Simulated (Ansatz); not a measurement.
Sheets of one type (Janus MA2Z4-type), the program Ansatz at the PBE level (PAW); HSE06 gaps on those cells.

```
layer     a (Å)  thickness (Å)
--------  -----  -------------
MoGeN4Si  2.964           7.22
VGeN4Si   2.943           7.11
WGeN4Si     [?]            [?]
TaGeN4Si  3.021           7.20
CrGeN4Si  2.902           7.10
HfGeN4Si  3.105           7.09
ZrGeN4Si  3.116           7.11
```

Question: What belongs in the gaps?

Answer: 
- WGeN4Si, a (Å): 2.967
- WGeN4Si, thickness (Å): 7.23

Spin orders computed, not proven ground states: VGeN4Si, Janus MA2Z4-type layer ferromagnetic. Began spin-polarised and lost the moments: TaGeN4Si, Janus MA2Z4-type layer; CrGeN4Si, Janus MA2Z4-type layer. All cells were relaxed under the symmetry of their starts (and spin orders); stability against distortions was not tested throughout. Rows with no word on spin ran without spin polarisation. Spin–orbit coupling is left out wherever it is not named. Constructed layers (a layer type filled with these elements): MoGeN4Si, Janus MA2Z4-type layer; VGeN4Si, Janus MA2Z4-type layer; WGeN4Si, Janus MA2Z4-type layer; TaGeN4Si, Janus MA2Z4-type layer; CrGeN4Si, Janus MA2Z4-type layer; HfGeN4Si, Janus MA2Z4-type layer; ZrGeN4Si, Janus MA2Z4-type layer.

Potentials: the later of the program's two PAW sets.
